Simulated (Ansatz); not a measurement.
## Does relaxation matter for the field gradients of ZnO with nitrogen replacing O?

Start: a supercell of ZnO (wurtzite type, P6_3mc) built from an entry of the Crystallography Open Database (COD), with all atoms left at the host's positions.

```yaml
crystal:
  lattice:
    - [6.49862, 0.00000, 0.00000]
    - [-4.87396, 8.44195, 0.00000]
    - [0.00000, 0.00000, 10.41142]
  atoms:
    - { symbol: Zn, position: [0.16667, 0.22222, 0.25000] }
    - { symbol: Zn, position: [0.16667, 0.22222, 0.75000] }
    - { symbol: Zn, position: [0.16667, 0.55556, 0.25000] }
    - { symbol: Zn, position: [0.16667, 0.55556, 0.75000] }
    - { symbol: Zn, position: [0.16667, 0.88889, 0.25000] }
    - { symbol: Zn, position: [0.16667, 0.88889, 0.75000] }
    - { symbol: Zn, position: [0.66667, 0.22222, 0.25000] }
    - { symbol: Zn, position: [0.66667, 0.22222, 0.75000] }
    - { symbol: Zn, position: [0.66667, 0.55556, 0.25000] }
    - { symbol: Zn, position: [0.66667, 0.55556, 0.75000] }
    - { symbol: Zn, position: [0.66667, 0.88889, 0.25000] }
    - { symbol: Zn, position: [0.66667, 0.88889, 0.75000] }
    - { symbol: Zn, position: [0.33333, 0.11111, 0.00000] }
    - { symbol: Zn, position: [0.33333, 0.11111, 0.50000] }
    - { symbol: Zn, position: [0.33333, 0.44444, 0.00000] }
    - { symbol: Zn, position: [0.33333, 0.44444, 0.50000] }
    - { symbol: Zn, position: [0.33333, 0.77778, 0.00000] }
    - { symbol: Zn, position: [0.33333, 0.77778, 0.50000] }
    - { symbol: Zn, position: [0.83333, 0.11111, 0.00000] }
    - { symbol: Zn, position: [0.83333, 0.11111, 0.50000] }
    - { symbol: Zn, position: [0.83333, 0.44444, 0.00000] }
    - { symbol: Zn, position: [0.83333, 0.44444, 0.50000] }
    - { symbol: Zn, position: [0.83333, 0.77778, 0.00000] }
    - { symbol: Zn, position: [0.83333, 0.77778, 0.50000] }
    - { symbol: N, position: [0.33333, 0.11111, 0.18951] }
    - { symbol: O, position: [0.33333, 0.11111, 0.68951] }
    - { symbol: O, position: [0.33333, 0.44444, 0.18951] }
    - { symbol: O, position: [0.33333, 0.44444, 0.68951] }
    - { symbol: O, position: [0.33333, 0.77778, 0.18951] }
    - { symbol: O, position: [0.33333, 0.77778, 0.68951] }
    - { symbol: O, position: [0.83333, 0.11111, 0.18951] }
    - { symbol: O, position: [0.83333, 0.11111, 0.68951] }
    - { symbol: O, position: [0.83333, 0.44444, 0.18951] }
    - { symbol: O, position: [0.83333, 0.44444, 0.68951] }
    - { symbol: O, position: [0.83333, 0.77778, 0.18951] }
    - { symbol: O, position: [0.83333, 0.77778, 0.68951] }
    - { symbol: O, position: [0.16667, 0.22222, 0.43950] }
    - { symbol: O, position: [0.16667, 0.22222, 0.93951] }
    - { symbol: O, position: [0.16667, 0.55556, 0.43950] }
    - { symbol: O, position: [0.16667, 0.55556, 0.93951] }
    - { symbol: O, position: [0.16667, 0.88889, 0.43950] }
    - { symbol: O, position: [0.16667, 0.88889, 0.93951] }
    - { symbol: O, position: [0.66667, 0.22222, 0.43950] }
    - { symbol: O, position: [0.66667, 0.22222, 0.93951] }
    - { symbol: O, position: [0.66667, 0.55556, 0.43950] }
    - { symbol: O, position: [0.66667, 0.55556, 0.93951] }
    - { symbol: O, position: [0.66667, 0.88889, 0.43950] }
    - { symbol: O, position: [0.66667, 0.88889, 0.93951] }
```

Sites (sets of like atoms) are named by element and the number of their first atom in this list.

Computed with Ansatz: DFT, PBE, plane waves and PAW, scalar-relativistic, 420 eV cutoff, Γ-centred 3×2×2 k-points, Fermi–Dirac smearing 0.01 eV, cell charge -1.

The largest force at the start is 1.3 eV/Å. Relaxing the ions at fixed cell moves them by 0.075 Å at most (atom 14, Zn) and 0.034 Å rms.

| site | atom | moved (Å) | first shell before | first shell after | V_zz before (10²¹ V/m²) | η before |
| --- | --- | --- | --- | --- | --- | --- |
| Zn1 | 1 | 0.070 | 3 O at 1.97–1.98 Å, 1 N at 1.98 Å | 1 N at 1.91 Å, 3 O at 1.99–2.03 Å | -3.00 | 0.11 |
| Zn5 | 5 | 0.066 | 3 O at 1.97–1.98 Å, 1 N at 1.98 Å | 1 N at 1.91 Å, 3 O at 2.01–2.03 Å | -3.98 | 0.02 |
| Zn6 | 6 | 0.033 | 4 O at 1.97–1.98 Å | 4 O at 1.96–1.98 Å | -0.43 | 0.24 |
| Zn7 | 7 | 0.071 | 3 O at 1.97–1.98 Å, 1 N at 1.98 Å | 1 N at 1.91 Å, 3 O at 1.99–2.03 Å | -3.12 | 0.10 |
| Zn9 | 9 | 0.029 | 4 O at 1.97–1.98 Å | 4 O at 1.96–2.00 Å | 0.55 | 0.36 |
| Zn13 | 13 | 0.071 | 1 N at 1.97 Å, 3 O at 1.98 Å | 1 N at 1.91 Å, 3 O at 2.02–2.03 Å | -3.78 | 0.07 |
| Zn14 | 14 | 0.075 | 4 O at 1.97–1.98 Å | 4 O at 1.97–2.01 Å | 0.13 | 0.09 |
| Zn16 | 16 | 0.002 | 4 O at 1.97–1.98 Å | 4 O at 1.95–1.99 Å | -0.40 | 0.66 |
| Zn17 | 17 | 0.026 | 4 O at 1.97–1.98 Å | 4 O at 1.97–1.99 Å | -0.21 | 0.72 |
| Zn18 | 18 | 0.012 | 4 O at 1.97–1.98 Å | 4 O at 1.96–1.99 Å | -0.39 | 0.75 |
| Zn21 | 21 | 0.027 | 4 O at 1.97–1.98 Å | 4 O at 1.97–1.99 Å | -0.27 | 0.66 |
| Zn22 | 22 | 0.008 | 4 O at 1.97–1.98 Å | 4 O at 1.96–1.99 Å | -0.41 | 0.61 |
| Zn24 | 24 | 0.017 | 4 O at 1.97–1.98 Å | 4 O at 1.96–1.99 Å | -0.39 | 0.80 |
| N | 25 | 0.012 | 4 Zn at 1.97–1.98 Å | 4 Zn at 1.91 Å | 1.31 | 0.16 |
| O31 | 31 | 0.029 | 4 Zn at 1.97–1.98 Å | 4 Zn at 1.96–1.99 Å | -0.75 | 0.35 |
| O33 | 33 | 0.027 | 4 Zn at 1.97–1.98 Å | 4 Zn at 1.96–2.01 Å | -0.85 | 0.15 |

Problem. What are V_zz and η after the relaxation?

Solution. 

```csv
site,atom,V_zz after,η after,change of V_zz
Zn1,1,-6.86,0.27,-3.86
Zn5,5,-6.90,0.21,-2.92
Zn6,6,-0.64,0.21,-0.21
Zn7,7,-6.88,0.27,-3.76
Zn9,9,1.54,0.40,+0.99
Zn13,13,-6.48,0.03,-2.70
Zn14,14,2.04,0.01,+1.91
Zn16,16,1.08,0.84,–
Zn17,17,-0.90,0.16,-0.69
Zn18,18,1.09,0.72,–
Zn21,21,-1.04,0.15,-0.77
Zn22,22,1.11,0.68,–
Zn24,24,1.14,0.64,–
N,25,-0.39,0.77,-1.70
O31,31,-1.33,0.36,-0.58
O33,33,-0.93,0.10,-0.08
```

The largest change of V_zz along a kept axis is on Zn1, from -3.00 to -6.86. Small gradients that grow severalfold: Zn21 (-0.27 to -1.04), Zn14 (0.13 to 2.04), Zn20 (0.38 to 1.39). In per cent, |V_zz| changes by +71 to +129 on Zn (all sites that start above 2). Where |V_zz| stays above 0.1 and the axes keep their order, η moves most on Zn17, from 0.72 to 0.16. On N, O33, O31, Zn9, Zn6, O27 (not all in the table) V_xx and V_yy change places (or their axes turn by over 50°), so the two values of η hide a larger change. V_zz changes sign on N (same axis), Zn10 (axis turned by 39°) (not all in the table). On Zn22, Zn16, Zn18, Zn24, O46, O40, O48, Zn12 and 1 more site (not all in the table) the largest principal value lies along another axis in the second run, so the two V_zz can't be compared directly. The table leaves out 32 of the 48 sites, with |V_zz| up to 1.76; their tensors move by 1.26 at most along any direction. The statements above cover all sites. The electronic state changes along with the positions (a gap opens), so the changes aren't those of geometry alone. The host's own positions weren't relaxed first, so part of the change far from the defect can be the host's relaxation.

The defect repeats with the cell of 48 atoms, so it feels its images: sites between two images don't show the values beside a lone defect, and zeros or small values of η there can come from the images' arrangement. O and Zn carry a gradient in the pure host already, so the values there aren't the defect's effect alone. The shape of the repeated cell lowers the symmetry of the defect's site from 3m to 1, so η and the spread among like neighbours partly reflect the cell. A uniform background compensates the cell's charge. The cell keeps the host's lattice, and with the defect in it the PBE pressure is 5 GPa (in a charged cell this depends on the convention for the mean potential).
Before: The run isn't spin-polarised, and a state with spin may lie lower. The defect cell has no gap above 0.1 eV on its mesh, so the values can hang on the smearing and the k-mesh. The neighbours have not yet relaxed around the defect (largest force 1.3 eV/Å), and relaxing can change the values around it severalfold.
After: The gap on the mesh is only 0.16 eV, so the electronic state itself may be unsound. With a gap of 0.2 eV on this mesh, small gradients can still move by 0.1 × 10²¹ V/m² or more as the k-mesh gets denser.
